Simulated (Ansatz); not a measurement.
Pb (diamond): energy against volume

Level of theory: DFT, BLYP, plane waves (420 eV) with PAW, scalar-relativistic in Ansatz 0.2.0. The PAW files were generated under PBE, with cores re-solved for the functional.

The cell is scaled uniformly from the relaxed one, with fractional coordinates and shape fixed. Energies are extrapolated to zero smearing, pressures are those at the given smearing. Magnetic state: spin not included.

A Birch-Murnaghan fit gives V₀ = 47.34 Å³/atom, B₀ = 21 GPa, B₀′ = 4.8.

Question: What are the energy above the minimum and the pressure at 41.714 Å³/atom?

Answer: 54.9 meV/atom and 3.59 GPa as computed.

Question: What are the energy above the minimum and the pressure at 43.610 Å³/atom?

Answer: 22.2 meV/atom and 2.12 GPa as computed.

Question: What are the energy above the minimum and the pressure at 53.091 Å³/atom?

Answer: 36.2 meV/atom and -1.75 GPa as computed.
